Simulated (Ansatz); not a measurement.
TaW (rock salt, space group No. 225) at seven volumes, the program Ansatz at the PBE level (PAW), scaled uniformly. One row is withheld.

```
V (Å³/atom)  P (GPa)
-----------  -------
17.669         20.41
18.251         12.55
18.834          5.80
19.416          0.00
19.998         -4.99
20.581         -9.28
21.163             ?
```

Question: Fit the shown pressures and predict the withheld one.

Answer: Third-order Birch–Murnaghan: P = (3/2)B₀(x^(7/2) − x^(5/2))[1 + (3/4)(B′ − 4)(x − 1)] with x = (V₀/V)^(2/3). Least squares on the six rows gives V₀ = 19.416 Å³/atom, B₀ = 179.1 GPa, B′ = 4.02. At V = 21.163, x = 0.9442 and P = -12.98 GPa. The run itself gave -12.98 GPa.

Space group Fm-3m (rock salt). The start of the workflow was typed in or built on a structure type; neither database checked (COD, Materials Project) lists it. Whether it is the stable phase at ambient conditions was not checked. The cell was relaxed with PBE under the symmetry of its start; its stability against distortions is not shown here. The run is not spin-polarised. Its formation energy is positive at this level, so the cell may be metastable or incomplete. Scalar-relativistic: spin–orbit coupling is off unless named, which matters more the heavier the elements.

Potentials: the later of the program's two PAW sets.
